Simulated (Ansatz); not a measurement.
Ansatz (a first-principles code) input:

Ansatz 0.2 input:
```yaml
crystal:
  lattice:
    - [3.2264996305, 0.0, 0.0]
    - [-1.6132498152, 2.7942306453, 0.0]
    - [0.0, 0.0, 2.9013591654]
  atoms:
    - { symbol: Hf, position: [0.0, 0.0, 0.0] }
    - { symbol: C, position: [0.3333333333, 0.6666666667, 0.5] }
kpoints:
  mp_grid: { grid: [11, 11, 10] }
  band_path:
    path:
      - [[0.0, 0.0, 0.0], [0.5, 0.0, 0.0], [0.3333333333, 0.3333333333, 0.0], [0.0, 0.0, 0.0], [0.0, 0.0, 0.5], [0.5, 0.0, 0.5], [0.3333333333, 0.3333333333, 0.5], [0.0, 0.0, 0.5]]  # Γ-M-K-Γ-A-L-H-A
      - [[0.5, 0.0, 0.5], [0.5, 0.0, 0.0]]  # L-M
      - [[0.3333333333, 0.3333333333, 0.5], [0.3333333333, 0.3333333333, 0.0]]  # H-K
    npoints: 8
hamiltonian:
  xc: r2scan
  pseudopotentials: { kind: paw }
magnetization: { noncollinear: true, spin_orbit: true }
scf:
  n_extra_bands: 12
  convergence: { dr2_threshold: 0.0000000001 }
  occupations: { method: gaussian, width: 0.05 }
output: { eigenvalues: true }
```

Output (shortened):

```
Pseudopotential: Hf, paw_fr, valence charge 26
Pseudopotential: C, paw_fr, valence charge 4
Functional definition: r2SCAN
non-collinear run that drives no moment, with spin-orbit …
Crystal: 2 atoms, lattice volume = 26.157 Å³
Basis set: ecut = 500 eV, 653 PW (Γ), exchange–correlation on 96×96×96 points (64 copies of the dense FFT grid, shifted against one another)
Bands: 42, of which v1, the nominal top of the filled ones, is band 30 counted from 1 (29 counted from 0)
Symmetry: 12 space group operations + 12 with time reversal
k-points: 96 of 1210 (time reversal used)
Projection manifold: j_resolved (fully-relativistic pseudo-atomic orbitals)
SCF iter   1: F=—  HF=-15960.196796 eV  |F-HF|=—  |Δ(HF+E_count)|=         —  Δρ=8.90e-2  dr2=3.18e0  dr2_τ=9.71e-2  dr2_m=0.00e0 (ungated)  ethr=3.10e-3  |M|=0.00e0 ∫|m|=0.00e0 μB  |m|>n=0.0e0 m-floor=0.0e0 τ_xc=0.0e0  β_m=0.30  ⟨swp⟩=5.4  Hψ=16570  notcnv=0  defer=31
preconditioner: auto → none
SCF iter   2: F=—  HF=-15959.662146 eV  |F-HF|=—  |Δ(HF+E_count)|=   5.35e-1  Δρ=3.39e-2  dr2=1.88e-1  dr2_τ=3.34e-2  dr2_m=0.00e0 (ungated)  ethr=3.10e-3  |M|=0.00e0 ∫|m|=0.00e0 μB  |m|>n=0.0e0 m-floor=0.0e0 τ_xc=0.0e0  β_m=0.32  ⟨swp⟩=2.1  Hψ=6310  notcnv=0  defer=538
SCF iter   3: F=—  HF=-15959.718877 eV  |F-HF|=—  |Δ(HF+E_count)|=   5.67e-2  Δρ=2.22e-2  dr2=8.15e-2  dr2_τ=1.39e-3  dr2_m=0.00e0 (ungated)  ethr=6.28e-4  |M|=0.00e0 ∫|m|=0.00e0 μB  |m|>n=0.0e0 m-floor=0.0e0 τ_xc=0.0e0  β_m=0.48  ⟨swp⟩=3.0  Hψ=6597  notcnv=0  defer=538
SCF iter   4: F=—  HF=-15959.743892 eV  |F-HF|=—  |Δ(HF+E_count)|=   2.50e-2  Δρ=5.62e-3  dr2=4.56e-3  dr2_τ=1.32e-4  dr2_m=0.00e0 (ungated)  ethr=2.72e-4  |M|=0.00e0 ∫|m|=0.00e0 μB  |m|>n=0.0e0 m-floor=0.0e0 τ_xc=0.0e0  β_m=0.49  ⟨swp⟩=2.0  Hψ=5074  notcnv=0  defer=538
SCF iter   5: F=—  HF=-15959.744609 eV  |F-HF|=—  |Δ(HF+E_count)|=   7.17e-4  Δρ=1.27e-3  dr2=2.31e-4  dr2_τ=6.64e-6  dr2_m=0.00e0 (ungated)  ethr=1.52e-5  |M|=0.00e0 ∫|m|=0.00e0 μB  |m|>n=0.0e0 m-floor=0.0e0 τ_xc=0.0e0  β_m=0.61  ⟨swp⟩=2.0  Hψ=5981  notcnv=0  defer=538
SCF iter   6: F=—  HF=-15959.744720 eV  |F-HF|=—  |Δ(HF+E_count)|=   1.11e-4  Δρ=4.04e-4  dr2=5.29e-5  dr2_τ=5.73e-7  dr2_m=0.00e0 (ungated)  ethr=7.72e-7  |M|=0.00e0 ∫|m|=0.00e0 μB  |m|>n=0.0e0 m-floor=0.0e0 τ_xc=0.0e0  β_m=0.69  ⟨swp⟩=2.4  Hψ=5904  notcnv=0  defer=538
SCF iter   7: F=—  HF=-15959.744718 eV  |F-HF|=—  |Δ(HF+E_count)|=   2.26e-6  Δρ=4.83e-5  dr2=5.33e-7  dr2_τ=4.00e-9  dr2_m=0.00e0 (ungated)  ethr=1.76e-7  |M|=0.00e0 ∫|m|=0.00e0 μB  |m|>n=0.0e0 m-floor=0.0e0 τ_xc=0.0e0  β_m=0.74  ⟨swp⟩=2.0  Hψ=4636  notcnv=0  defer=538
SCF iter   8: F=—  HF=-15959.744719 eV  |F-HF|=—  |Δ(HF+E_count)|=   5.11e-7  Δρ=1.33e-5  dr2=4.78e-8  dr2_τ=4.28e-10  dr2_m=0.00e0 (ungated)  ethr=1.78e-9  |M|=0.00e0 ∫|m|=0.00e0 μB  |m|>n=0.0e0 m-floor=0.0e0 τ_xc=0.0e0  β_m=0.84  ⟨swp⟩=2.2  Hψ=6025  notcnv=0  defer=538
SCF iter  11: F=-15959.744719 eV  HF=-15959.744719 eV  |F-HF|=0.00e0  |Δ(HF+E_count)|=  1.09e-11  Δρ=4.98e-8  dr2=6.41e-13  dr2_τ=2.14e-14  dr2_m=0.00e0 (ungated)  ethr=1.00e-12  |M|=0.00e0 ∫|m|=0.00e0 μB  |m|>n=0.0e0 m-floor=0.0e0 τ_xc=0.0e0  ⟨swp⟩=2.0  Hψ=7299  notcnv=0
SCF 1 converged in 11 iterations: F = -15959.744719 eV  dr2 = 6.41e-13
NSCF: frozen V_eff on 75 k-points
SCF converged after 11 iterations
Magnetization: |M| = 0.0000 μB,  M = (+0.0000, +0.0000, +0.0000) μB
Absolute magnetization: 0.0000 μB (∫|m|)
  site 0: m = (+0.0000, +0.0000, +0.0000) μB, |m| = 0.0000 μB  (R = 0.97 Å)
  site 1: m = (+0.0000, +0.0000, +0.0000) μB, |m| = 0.0000 μB  (R = 0.97 Å)
Free energy (F): -15959.744719 eV
Harris-Foulkes:  -15959.744719 eV  (|F-HF|=0.00e0)
Internal energy: -15959.744476 eV  (E = F + TS)
E sigma→0 (E₀):  -15959.744597 eV
Entropy (-TS):   -0.000243 eV (-0.121 meV/atom)
Fermi energy:    19.122799 eV
--- Per-component energies (eV) ---
  E_band       = 66.880891
  E_kinetic    = 512.990916
  E_local      = -5186.882827  (includes V_loc(G=0)·N_el)
  E_nonlocal   = -1223.285224
  E_hartree    = 2445.409717
  E_xc         = -331.316002
  E_vxc        = -359.435950  (∫ρ·V_xc dr)
  E_paw        = -7026.949384  (= ΣΔE_a)
  E_vpaw       = 1414.976587  (= ΣTr[D̂ρ^β])
  E_aug_tail   = 0.000002  (compensation charges beyond the density's cutoff)
  E_vtau       = 17.697921  (kinetic-family band-sum trace: ∫τ·v_τ [+ j·A + Jᵃ·Aᵃ] dr)
  E_ewald      = -5150.004044
  E_core_change = 0.292370  (= ΣΔE_core)
  E_smearing   = -0.000243  (= −TS)
  E_closure    =  0.000000  (closes the sum)
  Σ components = -15959.744719   (vs F -15959.744719, Δ=0.00e0)
  [band-id]    e_kinetic+e_local+e_nonlocal+2·e_hartree+e_vxc+e_vpaw+e_augmentation_tail+e_vtau = 66.880860   (vs E_band 66.880891, Δ=-3.11e-5)
--- Band table (eV; the first three rows and the last of 96) ---
  k-point 0: bands = ["-43.7798", "-43.7798", "-17.2658", "-17.2658", "-9.5943", "-9.5943", "-9.3021", "-9.3021", "6.3806", "6.3806", "6.9020", "6.9020", "6.9117", "6.9117", "6.9204", "6.9204", "8.5944", "8.5944", "8.6466", "8.6466", "8.6470", "8.6470", …
  k-point 1: bands = ["-43.7735", "-43.7735", "-17.2819", "-17.2819", "-9.5819", "-9.5818", "-9.3884", "-9.3884", "6.5616", "6.5616", "6.8978", "6.9041", "6.9166", "6.9166", "6.9598", "6.9598", "8.5958", "8.5958", "8.6422", "8.6422", "8.6455", "8.6547", …
  k-point 2: bands = ["-43.7569", "-43.7569", "-17.3252", "-17.3252", "-9.6038", "-9.6038", "-9.5490", "-9.5490", "6.7800", "6.7800", "6.8933", "6.9035", "6.9135", "6.9135", "7.3702", "7.3702", "8.5997", "8.5997", "8.6312", "8.6312", "8.6524", "8.6675", …
  k-point 95: bands = ["-43.6743", "-43.6743", "-17.5696", "-17.5534", "-10.1285", "-10.1098", "-9.9500", "-9.8865", "6.8254", "6.8344", "6.8406", "6.9077", "6.9257", "6.9258", "8.3706", "8.5759", "8.5772", "8.5865", "8.6355", "8.6665", "8.6668", "8.6861", …
```

Cost: around 60 core-seconds (rough) on shared cores.

Space group P-6m2. The start of the workflow was typed in or built on a structure type; neither database checked (COD, Materials Project) lists it. It is not the phase usual at ambient conditions (space group No. 225). Symmetry was held in the r²SCAN relaxation; whether a distortion lowers the energy is not shown. No spin polarisation was allowed.

Potentials: the later of the program's two PAW sets.

Ansatz is a plane-wave DFT program.
